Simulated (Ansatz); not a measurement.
Rb₂NaSbF₆:
```yaml
crystal:
  lattice:
    - [0.00000, 4.44002, 4.44002]
    - [4.44002, 0.00000, 4.44002]
    - [4.44002, 4.44002, 0.00000]
  atoms:
    - { symbol: Rb, position: [0.75000, 0.75000, 0.75000] }
    - { symbol: Rb, position: [0.25000, 0.25000, 0.25000] }
    - { symbol: Na, position: [0.50000, 0.50000, 0.50000] }
    - { symbol: Sb, position: [0.00000, 0.00000, 0.00000] }
    - { symbol: F, position: [0.75339, 0.24661, 0.24661] }
    - { symbol: F, position: [0.24661, 0.75339, 0.75339] }
    - { symbol: F, position: [0.24661, 0.75339, 0.24661] }
    - { symbol: F, position: [0.75339, 0.24661, 0.75339] }
    - { symbol: F, position: [0.24661, 0.24661, 0.75339] }
    - { symbol: F, position: [0.75339, 0.75339, 0.24661] }
```

Relaxed with r²SCAN. Special points in fractions of this cell's reciprocal vectors: Γ (0.000, 0.000, 0.000); X (0.500, 0.000, 0.500); U (0.625, 0.250, 0.625); K (0.375, 0.375, 0.750); L (0.500, 0.500, 0.500); W (0.500, 0.250, 0.750).

Q: List the band energies nearest the valence-band maximum at these points for r²SCAN with spin–orbit coupling in the plane-wave PAW code Ansatz.

A: In eV from the valence-band maximum; about four levels below and three above (degenerate sets whole), none deeper than 8.9 eV; points with the same levels are listed once.

| k | below | above |
|---|---|---|
| Γ | -3.15 -3.15 -3.15 -3.15 -0.70 -0.70 | 4.44 4.44 4.97 4.97 4.97 4.97 |
| X | -3.17 -3.17 -0.03 -0.03 | 4.80 4.80 5.31 5.31 |
| U | -3.24 -3.24 -0.01 -0.01 | 4.80 4.80 5.27 5.27 |
| L | -3.32 -3.32 -0.10 -0.10 | 4.46 4.46 5.19 5.19 |
| W | -3.31 -3.31 0.00 0.00 | 4.83 4.83 5.35 5.35 |

Space group Fm-3m. The workflow started from a Materials Project entry (that database holds measured and hypothetical structures alike); the Crystallography Open Database copy checked does not list it. Whether it is the stable phase at ambient conditions was not checked. Symmetry was held in the r²SCAN relaxation; whether a distortion lowers the energy is not shown.

Potentials: the later of the program's two PAW sets.
